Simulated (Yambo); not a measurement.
G0W0@LDA for SrCl$_{2}$ (fluorite, space group Fm-3m, No. 225) in Yambo. Reference settings: 4×4×4 Γ-centred k mesh, 152 bands and a 8 Ry block in the screening, 152 bands in G with the Bruneval-Gonze terminator, plasmon pole fitted at 27.2 eV. The LDA gap X → X on this mesh is 5.10 eV; G0W0 gaps are taken between the same points.

The settings were changed. The gap went from 7.99 eV to 7.71 eV, and the shift of the valence edge from -1.76 eV to -1.47 eV.

Question: Which change was made?
(A) 1 Ry block
(B) 3 Ry block
(C) 67 bands in W
(D) no terminator

Answer: B, 3 Ry block. The others gave (gap, valence shift): 67 bands in W: 7.99, -1.62 eV; no terminator: 7.96, -1.66 eV; 1 Ry block: 7.63, -1.33 eV. In the run with 152 bands and a 8 Ry block, which covers more k points, the smallest G0W0 gap is 7.82 eV, X → Γ.

Geometry relaxed with LDA; primitive cell a = 4.8076 Å, b = 4.8076 Å, c = 4.8076 Å, α = 60.00°, β = 60.00°, γ = 60.00°.

A shift is the quasiparticle energy of the state minus its LDA energy.
